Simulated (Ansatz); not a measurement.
GeMo$_{2}$ in space group P6_3/mmc (No. 194; Ge on 2c, Mo on 2a, Mo on 2d), PBE in the plane-wave PAW code Ansatz, all energies at zero smearing, with the estimated change up to a 700 eV cutoff added, with one set of potentials and settings (totals compare only within such a set). Cell of 6 atoms (2 Ge, 4 Mo): -28413.217 eV.

```csv
element,reference phase,E (eV/atom)
Ge,"Fd-3m, 2 atoms in the cell",-4294.9847
Mo,"Im-3m, 1 atoms in the cell",-4956.0212
```

Formation energy per atom, worked out: (-28413.217 − 2×(-4294.9847) − 4×(-4956.0212))/6 = 0.139 eV/atom (13 kJ per mol of atoms), at 0 K, without zero-point energy or fitted corrections.

The cell is a constructed one: a structure type filled with these elements; neither database checked (COD, Materials Project) lists it. Whether it is the stable phase at ambient conditions was not checked. Symmetry was held in the PBE relaxation; its stability against distortions is not shown here. The run is not spin-polarised. The references are the lowest solids computed at this level, not always the standard phases.

Potentials: the later of the program's two PAW sets.
